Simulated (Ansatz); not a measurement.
KTaO$_{3}$ (cubic perovskite)

```yaml
crystal:
  lattice:
    - [4.02438, 0.00000, 0.00000]
    - [0.00000, 4.02438, 0.00000]
    - [0.00000, 0.00000, 4.02438]
  atoms:
    - { symbol: K, position: [0.00000, 0.00000, 0.00000] }
    - { symbol: Ta, position: [0.50000, 0.50000, 0.50000] }
    - { symbol: O, position: [0.00000, 0.50000, 0.50000] }
    - { symbol: O, position: [0.50000, 0.50000, 0.00000] }
    - { symbol: O, position: [0.50000, 0.00000, 0.50000] }
```

The slice is a {110} plane (indices of the conventional cell) through the point (0.500, 0.500, 0.000) (fractional), spanned by u = [100] and v = [011] in vectors of this cell: u (4.02 Å) and v (5.69 Å, at 90° to u). It covers one period; positions are fractions (u, v).

Method: PBE (plane waves to 420 eV, PAW, scalar-relativistic; Ansatz, a program for electronic structure). k mesh 8×8×8. Inside the PAW spheres the values are not all-electron values, and peaks at nuclei hang on which shells count as valence. KTaO3 is run without spin polarisation. KTaO3 was relaxed with its symmetry unable to fall. Spin-orbit coupling is left out, though Ta is heavy.

### Question
Predict the map of the electron localisation function (ELF) on the slice.

### Answer
```
|xx99730000003799x|
|99996200000026999|
|99973000000003799|
|76531000000001356|
|22110000000000112|
|10000000000000000|
|22110000000000112|
|76531000000001356|
|99973000000003799|
|99996200000026999|
|xx99730000003799x|
|xx99840000004899x|
|xx99730000003799x|
|99996200000026999|
|99973000000003799|
|76531000000001356|
|22110000000000112|
|10000000000000000|
|22110000000000112|
|76531000000001356|
|99973000000003799|
|99996200000026999|
|xx99730000003799x|
|xx99840000004899x|
```
Scale: ten equal steps from 0.01 (start of '0') to 0.82 (end of '9'), in the order '0123456789'. Values: electron localisation function (ELF). The map has 17 points along u (one character each, u = 0 at the left) and 24 along v (v = 0 in the bottom row). Points within 0.4 Å of a nucleus are blanked (x), as the pseudised field means little there.
